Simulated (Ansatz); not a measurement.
In2O3 (bixbyite, Ia-3), plane-wave PAW LDA (Ansatz code), all energies at zero smearing, with the estimated change up to a 700 eV cutoff added, with one set of potentials and settings (totals compare only within such a set). Cell of 40 atoms (16 In, 24 O): -100646.683 eV.

```csv
element,reference phase,E (eV/atom)
In,"I4/mmm, 1 atoms in the cell",-5457.1653
O,"C2/m, 4 atoms in the cell, spin-polarised",-552.6518
```

Formation energy per atom, worked out: (-100646.683 − 16×(-5457.1653) − 24×(-552.6518))/40 = -1.710 eV/atom (-165 kJ per mol of atoms), at 0 K, without zero-point energy or fitted corrections.

Symmetry was held in the LDA relaxation. The references are the lowest solids computed at this level, not always the standard phases (solids in place of the gases).

Potentials: the later of the program's two PAW sets.
